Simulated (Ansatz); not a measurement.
A scan (energy against volume; even scaling of the relaxed cell, symmetry kept) gave these values. Method: PBEsol (plane waves to 420 eV, PAW, scalar-relativistic; Ansatz, a first-principles code).

- Bulk modulus B₀ (third-order Birch-Murnaghan fit) = 171 GPa
- Pressure derivative B₀′ (fit) = 4.2
- Equilibrium volume of the fit = 14.31 Å³/atom

Task: Of these crystals, all scanned alike, which one is it?
A. TaN (rock salt)
B. YN (rock salt)
C. GaP (zinc blende)
D. MgSe (rock salt)

Result: B, YN (rock salt). The others have, for the bulk modulus: TaN 356 GPa, MgSe 64.7 GPa, GaP 84.9 GPa

All were relaxed with their symmetry unable to fall. Spin-orbit coupling is left out. TaN is run without spin polarisation. This is a high-temperature form of TaN. YN is run without spin polarisation.

(Under strain, the slope of the energy per volume gives the stress and its curvature an elastic modulus.)
